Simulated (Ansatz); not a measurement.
WC:
```cif
data_CW
_chemical_formula_sum 'W1 C1'
_space_group_name_H-M_alt 'P 1'
_space_group_IT_number 1
_cell_length_a 2.89863
_cell_length_b 2.89863
_cell_length_c 2.82747
_cell_angle_alpha 90.000
_cell_angle_beta 90.000
_cell_angle_gamma 120.000
loop_
_space_group_symop_operation_xyz
  'x, y, z'
loop_
_atom_site_label
_atom_site_type_symbol
_atom_site_fract_x
_atom_site_fract_y
_atom_site_fract_z
_atom_site_occupancy
W1 W 0.00000 0.00000 0.00000 1
C1 C 0.66667 0.33333 0.50000 1
```

Relaxed with PBEsol.

Question: Which orbitals make up the states near the Fermi level in DFT-PBEsol in the program Ansatz with PAW potentials?

Answer: Within 0.5 eV of the Fermi level: W 5d 71 %, C 2p 22 %. Projections are on Löwdin-orthogonalised atomic valence shells; empty p or d shells of many metals are not among them.

Question: Tabulate the density of states.

Answer: States/eV per cell of 2 atoms, in 0.25 eV bins, energy from the Fermi level.

| E (eV) | total | W 5d | C 2p | C 2s |
|---|---|---|---|---|
| -7.85 | 0.06 | 0.01 | 0.02 | 0.00 |
| -7.60 | 0.07 | 0.02 | 0.03 | 0.00 |
| -7.35 | 0.14 | 0.04 | 0.06 | 0.01 |
| -7.10 | 0.65 | 0.24 | 0.29 | 0.03 |
| -6.85 | 1.13 | 0.45 | 0.51 | 0.05 |
| -6.60 | 1.82 | 0.78 | 0.79 | 0.05 |
| -6.35 | 1.41 | 0.62 | 0.62 | 0.04 |
| -6.10 | 0.90 | 0.40 | 0.39 | 0.03 |
| -5.85 | 0.63 | 0.30 | 0.26 | 0.03 |
| -5.60 | 0.67 | 0.32 | 0.29 | 0.02 |
| -5.35 | 0.62 | 0.30 | 0.27 | 0.02 |
| -5.10 | 0.66 | 0.31 | 0.30 | 0.02 |
| -4.85 | 0.81 | 0.38 | 0.37 | 0.02 |
| -4.60 | 0.91 | 0.45 | 0.41 | 0.02 |
| -4.35 | 1.32 | 0.68 | 0.56 | 0.02 |
| -4.10 | 1.54 | 0.72 | 0.71 | 0.03 |
| -3.85 | 1.17 | 0.59 | 0.50 | 0.03 |
| -3.60 | 1.42 | 0.76 | 0.59 | 0.03 |
| -3.35 | 1.74 | 0.88 | 0.76 | 0.02 |
| -3.10 | 1.64 | 0.77 | 0.78 | 0.02 |
| -2.85 | 1.75 | 0.85 | 0.82 | 0.02 |
| -2.60 | 1.83 | 0.89 | 0.87 | 0.02 |
| -2.35 | 0.78 | 0.34 | 0.40 | 0.01 |
| -2.10 | 0.31 | 0.12 | 0.17 | 0.00 |
| -1.85 | 0.80 | 0.48 | 0.28 | 0.00 |
| -1.60 | 1.82 | 1.29 | 0.42 | 0.02 |
| -1.35 | 1.45 | 1.02 | 0.33 | 0.02 |
| -1.10 | 1.25 | 0.87 | 0.28 | 0.02 |
| -0.85 | 1.19 | 0.85 | 0.25 | 0.01 |
| -0.60 | 0.75 | 0.47 | 0.21 | 0.01 |
| -0.35 | 0.44 | 0.28 | 0.12 | 0.01 |
| -0.10 | 0.32 | 0.21 | 0.08 | 0.00 |
| 0.15 | 0.23 | 0.18 | 0.04 | 0.00 |
| 0.40 | 0.18 | 0.17 | 0.01 | 0.00 |
| 0.65 | 0.20 | 0.19 | 0.00 | 0.00 |
| 0.90 | 0.25 | 0.24 | 0.01 | 0.00 |
| 1.15 | 0.34 | 0.32 | 0.02 | 0.00 |
| 1.40 | 0.51 | 0.45 | 0.03 | 0.01 |
| 1.65 | 0.64 | 0.56 | 0.05 | 0.01 |
| 1.90 | 0.66 | 0.57 | 0.06 | 0.01 |
| 2.15 | 0.71 | 0.61 | 0.07 | 0.01 |
| 2.40 | 0.82 | 0.69 | 0.09 | 0.01 |
| 2.65 | 0.71 | 0.56 | 0.11 | 0.02 |
| 2.90 | 0.69 | 0.51 | 0.13 | 0.02 |
| 3.15 | 0.71 | 0.50 | 0.15 | 0.03 |
| 3.40 | 0.86 | 0.57 | 0.20 | 0.04 |
| 3.65 | 1.27 | 0.81 | 0.30 | 0.09 |
| 3.90 | 1.69 | 1.07 | 0.41 | 0.12 |
| 4.15 | 1.76 | 1.20 | 0.38 | 0.10 |
| 4.40 | 1.36 | 1.01 | 0.22 | 0.07 |
| 4.65 | 1.20 | 0.89 | 0.18 | 0.07 |

Space group P-6m2. The PBEsol relaxation kept the symmetry of its start; of distortions, only those at the zone centre were tested. No spin polarisation was allowed. Spin–orbit coupling is left out wherever it is not named.

Potentials: the earlier of the program's two PAW sets.
